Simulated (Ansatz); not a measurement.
Data:

KTaO$_{3}$:
Space group Pm-3m (No. 221); a = b = c = 4.0244 Å, α = β = γ = 90.00°

```csv
atom,site,symmetry,x,y,z
K,1b,m-3m,0.5000,0.5000,0.5000
O,3d,4/mm.m,0.0000,0.0000,0.5000
Ta,1a,m-3m,0.0000,0.0000,0.0000
```

This is the PBE-relaxed structure.

All from PBE in the plane-wave PAW code Ansatz, unless another level is named. Predict the electronic dielectric constant ε∞ (DFPT).

5.41.

And the Bader charges?

K +0.82, O -1.24, Ta +2.91 e.

The cell was relaxed with PBE under the symmetry of its start. At this level the phase is dynamically unstable (imaginary phonons). No spin polarisation was allowed. Scalar-relativistic: spin–orbit coupling is off unless named, which matters more the heavier the elements.

Potentials: the later of the program's two PAW sets.
